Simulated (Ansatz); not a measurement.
Relaxation of a relaxed Co2Si cell shaken by Gaussian noise of σ = 0.08 Å a coordinate; 9 atoms in the cell, which starts as P1 (No. 1), aP9; a = b = 4.2942 Å, c = 6.1613 Å, α = β = 90.00°, γ = 120.00°. These are PBE (plane waves to 420 eV, PAW, scalar-relativistic; Ansatz, a first-principles code) values and carry that method's errors. Γ-centred k-mesh 6×6×4 on the run's cell (coarser than for final values), Fermi–Dirac smearing 0.05 eV. This is the first round of the run. Spin-polarised start, with parallel moments on Co.

The optimiser's lines from the output (shortened; P is positive under compression):

```
relax step   1: F+E_penalty+E_count = -32665.82716650 eV  Δ(F+E_penalty+E_count) = +0.000e0 eV  max|allowed force component| = 3.034e0 eV/Å  Δτ_max = 0.0000 Å  P = +5.982 GPa  Ω = 98.395 Å³  (18 SCF iters, dr2 threshold 1.00e-7 eV, accepted)
relax step   2: F+E_penalty+E_count = -32666.29544659 eV  Δ(F+E_penalty+E_count) = -4.683e-1 eV  max|allowed force component| = 1.790e0 eV/Å  Δτ_max = 0.0658 Å  P = +3.061 GPa  Ω = 98.373 Å³  (14 SCF iters, dr2 threshold 9.00e-7 eV, accepted)
relax step   3: F+E_penalty+E_count = -32666.81321844 eV  Δ(F+E_penalty+E_count) = -5.178e-1 eV  max|allowed force component| = 2.415e-1 eV/Å  Δτ_max = 0.2000 Å  P = +0.758 GPa  Ω = 97.550 Å³  (13 SCF iters, dr2 threshold 9.00e-7 eV, accepted)
relax step   4: F+E_penalty+E_count = -32666.95901680 eV  Δ(F+E_penalty+E_count) = -1.458e-1 eV  max|allowed force component| = 1.890e-1 eV/Å  Δτ_max = 0.2000 Å  P = -2.078 GPa  Ω = 98.011 Å³  (12 SCF iters, dr2 threshold 9.00e-7 eV, accepted)
relax step   5: F+E_penalty+E_count = -32666.98786045 eV  Δ(F+E_penalty+E_count) = -2.884e-2 eV  max|allowed force component| = 6.102e-2 eV/Å  Δτ_max = 0.0565 Å  P = +0.862 GPa  Ω = 96.690 Å³  (12 SCF iters, dr2 threshold 9.00e-7 eV, accepted)
relax step   6: F+E_penalty+E_count = -32666.99090609 eV  Δ(F+E_penalty+E_count) = -3.046e-3 eV  max|allowed force component| = 2.027e-2 eV/Å  Δτ_max = 0.0129 Å  P = +0.007 GPa  Ω = 97.083 Å³  (10 SCF iters, dr2 threshold 9.00e-7 eV, accepted)
relax step   7: F+E_penalty+E_count = -32666.99111278 eV  Δ(F+E_penalty+E_count) = -2.067e-4 eV  max|allowed force component| = 1.076e-2 eV/Å  Δτ_max = 0.0067 Å  P = +0.015 GPa  Ω = 97.089 Å³  (11 SCF iters, dr2 threshold 3.35e-8 eV, accepted)
relax step   8: F+E_penalty+E_count = -32666.99116628 eV  Δ(F+E_penalty+E_count) = -5.350e-5 eV  max|allowed force component| = 1.694e-3 eV/Å  Δτ_max = 0.0024 Å  P = +0.002 GPa  Ω = 97.097 Å³  (9 SCF iters, dr2 threshold 1.64e-8 eV, accepted)
relax step   9: F+E_penalty+E_count = -32667.00073111 eV  Δ(F+E_penalty+E_count) = -9.565e-3 eV  max|allowed force component| = 2.056e-3 eV/Å  Δτ_max = 0.0000 Å  P = +0.291 GPa  Ω = 97.097 Å³  stress off target by 7.45e-1 GPa  SCF on the basis re-selected at this cell (its energy is not comparable with the rows above)  (17 SCF iters)
relax step  10: F+E_penalty+E_count = -32667.00160878 eV  Δ(F+E_penalty+E_count) = -8.777e-4 eV  max|allowed force component| = 5.448e-3 eV/Å  Δτ_max = 0.0044 Å  P = +0.049 GPa  Ω = 97.188 Å³  (9 SCF iters, dr2 threshold 9.00e-7 eV, accepted)
relax step  11: F+E_penalty+E_count = -32667.00163606 eV  Δ(F+E_penalty+E_count) = -2.728e-5 eV  max|allowed force component| = 1.282e-3 eV/Å  Δτ_max = 0.0018 Å  P = -0.000 GPa  Ω = 97.207 Å³  (8 SCF iters, dr2 threshold 3.70e-8 eV, accepted)
relax step  12: F+E_penalty+E_count = -32667.00173617 eV  Δ(F+E_penalty+E_count) = -1.001e-4 eV  max|allowed force component| = 1.281e-3 eV/Å  Δτ_max = 0.0000 Å  P = +0.002 GPa  Ω = 97.207 Å³  stress off target by 2.04e-2 GPa  SCF on the basis re-selected at this cell (its energy is not comparable with the rows above)  (12 SCF iters)
relax step  13: F+E_penalty+E_count = -32667.00173793 eV  Δ(F+E_penalty+E_count) = -1.759e-6 eV  max|allowed force component| = 1.718e-4 eV/Å  Δτ_max = 0.0003 Å  P = +0.000 GPa  Ω = 97.207 Å³  (10 SCF iters, dr2 threshold 1.04e-9 eV, accepted)
relax step  14: F+E_penalty+E_count = -32667.00174102 eV  Δ(F+E_penalty+E_count) = -3.088e-6 eV  max|allowed force component| = 1.701e-4 eV/Å  Δτ_max = 0.0000 Å  P = +0.000 GPa  Ω = 97.207 Å³  stress off target by 1.55e-3 GPa  SCF on the basis re-selected at this cell (its energy is not comparable with the rows above)  (6 SCF iters)
```

From the first to the last row the energy changes by -0.13 eV/atom and the volume by -1.2 %. The last row is marked as not comparable with the walk above it, whose basis was carried along; it does compare with step 1, since both stand on a basis selected at the nominal cutoff for their own cell.

Later rounds, restarted from the end of this one on a renewed k-mesh, logged 6 more steps and released under 0.01 eV/atom more. The final structure after all rounds: C2 (No. 5), mS18; a = 4.2602 Å, b = 7.4134 Å, c = 6.2391 Å, α = 90.00°, β = 99.42°, γ = 90.00°. Between re-selections the logged energies stand on a plane-wave basis carried along with the cell. Spin state reached: ferromagnetic (net 0.59 μB/atom), from parallel starting moments; other spin orders were not run from this start.

The relaxed structure here is a generated cell of Co2Si: the first start was made by placing the elements on the sites of a structure type, and the end was not matched to a known phase here, so it may be hypothetical.
